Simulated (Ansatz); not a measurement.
Input:

Relaxed ZnO (wurtzite):

```yaml
crystal:
  lattice:
    - [3.22975, 0.00000, 0.00000]
    - [-1.61488, 2.79705, 0.00000]
    - [0.00000, 0.00000, 5.21478]
  atoms:
    - { symbol: Zn, position: [0.66667, 0.33333, 0.00204] }
    - { symbol: Zn, position: [0.33333, 0.66667, 0.50204] }
    - { symbol: O, position: [0.66667, 0.33333, 0.62316] }
    - { symbol: O, position: [0.33333, 0.66667, 0.12316] }
```

Scan: atom 2 (Zn, nearest neighbour O at 1.969 Å; its periodic images, 3.2 Å or more away, move with it) is displaced along Cartesian z, direction (0.000, 0.000, 1.000) in Cartesian axes, by s. The other atoms stay.

Level of theory: PBEsol (plane waves to 420 eV, PAW, scalar-relativistic; Ansatz, a first-principles code). k mesh 9×9×5 (Γ-centred), Fermi-Dirac smearing 0.05 eV. The energy includes the smearing's −TS. ZnO was relaxed with its symmetry unable to fall. ΔE is measured from the undisplaced structure.

The scan covers s from -0.390 to 0.390 Å in 11 points.

**Question.** Is this a single well or a double well?

**Answer.** A single well with its minimum at or next to zero displacement.

**Question.** Is the energy the same for displacements of ±0.390 Å, and if not, which side lies higher?

**Answer.** Not even: the negative side lies higher at ±0.390 Å. With its periodic images moving along, the atom's site symmetry in this cell is 3m..

**Question.** What force acts on the atom along the line at s = -0.390 Å?

**Answer.** 11.4 eV/Å.

**Question.** What is the energy change at s = 0.390 Å?

**Answer.** 492 meV/cell.

**Question.** What is the force constant k = d²E/ds² of this move at s = 0?

**Answer.** 11.2 eV/Å².

(A displaced cell: forces are minus the slopes of the energy, force constants its curvatures, and phonons follow from these.)
